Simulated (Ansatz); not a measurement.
SiC:
```yaml
crystal:
  lattice:
    - [0.00000, 2.17463, 2.17463]
    - [2.17463, 0.00000, 2.17463]
    - [2.17463, 2.17463, 0.00000]
  atoms:
    - { symbol: Si, position: [0.75000, 0.75000, 0.75000] }
    - { symbol: C, position: [0.00000, 0.00000, 0.00000] }
```

Relaxed with HSE06. Special points in fractions of this cell's reciprocal vectors: Γ (0.000, 0.000, 0.000); X (0.500, 0.000, 0.500); U (0.625, 0.250, 0.625); K (0.375, 0.375, 0.750); L (0.500, 0.500, 0.500); W (0.500, 0.250, 0.750).

### Question
List the band energies nearest the valence-band maximum at these points for HSE06 (plane waves, PAW; program Ansatz).

### Answer
In eV from the valence-band maximum; about four levels below and three above (degenerate sets whole), none deeper than 8.9 eV; … stands for higher levels left out; points with the same levels are listed once.

```csv
k,below,above
Γ,0.00 0.00 0.00,7.58 …
X,-8.55 -3.51 -3.51,2.22 5.39 …
U,-7.97 -6.06 -2.85,4.10 9.11 …
L,-1.16 -1.16,6.68 …
W,-7.68 -5.47 -5.08,6.34 10.95 …
```

Space group F-43m (zinc blende). The cell was relaxed with HSE06 under the symmetry of its start. The hybrid was solved on a coarse mesh, the path and, where they were found, the r²SCAN edge points; its band edges are the extreme levels among these.

Potentials: the earlier of the program's two PAW sets.
